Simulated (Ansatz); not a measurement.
Rh (fcc, Cu type)

```yaml
crystal:
  lattice:
    - [0.00000, 1.90000, 1.90000]
    - [1.90000, 0.00000, 1.90000]
    - [1.90000, 1.90000, 0.00000]
  atoms:
    - { symbol: Rh, position: [0.00000, 0.00000, 0.00000] }
```

The volume is varied about the relaxed value V₀ at fixed cell shape. Symmetry pins the atoms to their sites.

Method: r2SCAN (plane waves to 500 eV, PAW, scalar-relativistic; Ansatz, a program for electronic structure). k mesh 22×22×22 (Γ-centred), Fermi-Dirac smearing 0.05 eV. E stands for the smeared free energy. Compression counts positive. Rh is run without spin polarisation. Rh was relaxed with its symmetry unable to fall. ΔE is measured from the relaxed starting cell. The last digit holds for this mesh only.

| V (Å³/atom) | ΔE (meV/atom) |
|---|---|
| 12.895 | 49.4 |
| 13.060 | 30.8 |
| 13.224 | 16.9 |
| 13.389 | 7.3 |
| 13.553 | 1.8 |
| 13.718 | 0.0 |
| 13.883 | 1.7 |
| 14.047 | 6.6 |
| 14.212 | 14.5 |
| 14.376 | withheld |
| 14.541 | 38.5 |

Problem. Fit a third-order Birch-Murnaghan form (E₀, V₀, B₀, B₀′ free) to the given rows and predict ΔE at V = 14.376.

Solution. Least squares on the 10 given rows: ΔE = E₀ + (9V₀B₀/16)·y²·[2 + (B₀′ − 4)y], y = (V₀/V)^(2/3) − 1, with V₀ = 13.718 Å³/atom, B₀ = 282.0 GPa (160.2 GPa = 1 eV/Å³; the term in eV is multiplied by 1000), B₀′ = 5.17, E₀ = 0.00 meV/atom; root-mean-square residual 0.04 meV/atom. At 14.376 the fit gives 25.2 meV/atom; the calculation gives 25.2 meV/atom, the same to the digits shown. For the pressure the fit gives -11.7 GPa against the computed -11.7 GPa.

(A scan under strain: stresses follow from slopes of the energy per volume, elastic moduli from its curvatures.)
